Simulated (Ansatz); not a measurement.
## Au (diamond): energy against volume

Computed with DFT, PBEsol, plane waves (420 eV) with PAW, scalar-relativistic in Ansatz 0.2.0. The PAW files were generated under PBE, with cores re-solved for the functional.

The cell is scaled uniformly from the relaxed one, with fractional coordinates and shape fixed. Energies are extrapolated to zero smearing, pressures are those at the given smearing. Magnetic state: spin not included.

A Birch-Murnaghan fit gives V₀ = 27.34 Å³/atom, B₀ = 69 GPa, B₀′ = 5.7.

Problem. What are the energy above the minimum and the pressure at 25.139 Å³/atom?

Solution. 46.5 meV/atom and 7.38 GPa as computed.

Problem. What are the energy above the minimum and the pressure at 28.418 Å³/atom?

Solution. 8.4 meV/atom and -2.41 GPa as computed.

Problem. What are the energy above the minimum and the pressure at 29.511 Å³/atom?

Solution. 31.4 meV/atom and -4.26 GPa as computed.
